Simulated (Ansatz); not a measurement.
Input and command of a plane-wave DFT calculation in Ansatz:

```yaml
crystal:
  lattice:
    - [-4.4245, 4.4245, 0.0]
    - [-4.4245, 0.0, 4.4245]
    - [0.0, 4.4245, 4.4245]
  atoms:
    - { symbol: "N", position: [0.7591814754, 0.7472819165, 0.7452544934] }
    - { symbol: "N", position: [0.2522890024, 0.7493237416, 0.7508736651] }
    - { symbol: "N", position: [0.7534574008, 0.2452312917, 0.7532858844] }
    - { symbol: "N", position: [0.7421714388, 0.7497823606, 0.2554767408] }
    - { symbol: "N", position: [0.25321792, 0.2437570105, 0.7571133399] }
    - { symbol: "N", position: [0.24683413, 0.7579398077, 0.2483220526] }
    - { symbol: "N", position: [0.7482991556, 0.2461684351, 0.2560599452] }
    - { symbol: "N", position: [0.251485508, 0.2494153317, 0.2456922758] }
    - { symbol: Al, position: [0.9921154222, 0.5041287914, 0.0033309629] }
    - { symbol: Al, position: [0.5006442552, 0.9946682705, 0.5011369748] }
    - { symbol: Zr, position: [0.9956870199, 0.0030565567, 0.9990660644] }
    - { symbol: Zr, position: [0.5023616036, 0.9966265432, 0.0005643714] }
    - { symbol: Zr, position: [0.9949718397, 0.50654426, 0.4974619633] }
    - { symbol: Zr, position: [0.5029069966, 0.4988761373, 0.495570292] }
    - { symbol: Hf, position: [0.0012567475, 0.9954603261, 0.5039703382] }
    - { symbol: Hf, position: [0.4998992565, 0.5012373277, 0.0008856733] }
  symmetry: { detect: false }
basis:
  ecutwfc: 420
kpoints:
  mp_grid: { grid: [3, 3, 3], shift: [0.0, 0.0, 0.0] }
hamiltonian:
  xc: pbe
scf:
  occupations: { method: gaussian, width: 0.1 }
  lower_state_search: "off"
output:
  forces: true
  stress: true
  eigenvalues: true
relax:
  adjacent_minimum: "off"
  f_tol: 0.04
  max_steps: 50
  cell: { stress_tol: 0.3 }
```

```bash
ansatz run input.yaml --threads 4 --pin off --max-ram 9216MiB --backend cpu --events-out ev --progress --plain --runs-dir out
```

Processor: Intel(R) Xeon(R) Platinum 8259CL CPU @ 2.50GHz (Skylake/Cascade Lake), 4 threads, on a host shared with other jobs.

**Question.** How long does it run, and how much memory does it take?

**Answer.** About 92 s on 4 threads of Intel(R) Xeon(R) Platinum 8259CL CPU @ 2.50GHz (Skylake/Cascade Lake), with other jobs on the host, peak memory 0.89 GiB. It solves 89 bands at 14 k points (the mesh reduced by symmetry) with about 3695 plane waves (on the last cell), in 88 SCF iterations over 13 ionic steps.
